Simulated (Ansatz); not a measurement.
Kick test of a cell of Al3InAs4

The cell was found from a structure generator's guess, not taken from experiment.

Computed with DFT PBE, scalar-relativistic, plane waves, PAW (Ansatz 0.2.0). Plane waves to 420 eV, a k mesh through Γ of 8×4×4 on the computed 8-atom cell and Gaussian smearing (0.02 eV); no spin polarisation.

The cell below (8 atoms, space group Amm2 (No. 38)) is relaxed within its symmetry.

```cif
data_structure
_symmetry_space_group_name_H-M 'P 1'
_symmetry_Int_Tables_number 1
_cell_length_a 4.1269
_cell_length_b 7.1514
_cell_length_c 7.1514
_cell_angle_alpha 70.545
_cell_angle_beta 90.000
_cell_angle_gamma 90.000
_cell_volume 199.01
loop_
_atom_site_label
_atom_site_type_symbol
_atom_site_fract_x
_atom_site_fract_y
_atom_site_fract_z
_atom_site_occupancy
Al1 Al 0.00000 0.00005 0.00005 1
Al2 Al 0.50000 0.50055 0.99920 1
Al3 Al 0.50000 0.99920 0.50055 1
In1 In 0.00000 0.50070 0.50070 1
As1 As 0.00000 0.89112 0.36972 1
As2 As 0.50000 0.36359 0.36359 1
As3 As 0.00000 0.36972 0.89112 1
As4 As 0.50000 0.87506 0.87506 1
```

For the test it was strained at random (σ = 1.5 % a component), the atoms were moved at random (σ = 0.10 Å), and all was relaxed again on a coarse 4×2×2 mesh (in the run’s order of axes) with 0.10 eV smearing, with no symmetry imposed.

Question: What happens?

Answer: It returns, within 1 meV/atom of the unmoved cell on that mesh and with the same symmetry when read at 0.1 Å. So it is stable against the distortions that fit this cell and that this random move excites. Modes that don't fit the cell aren't tested.
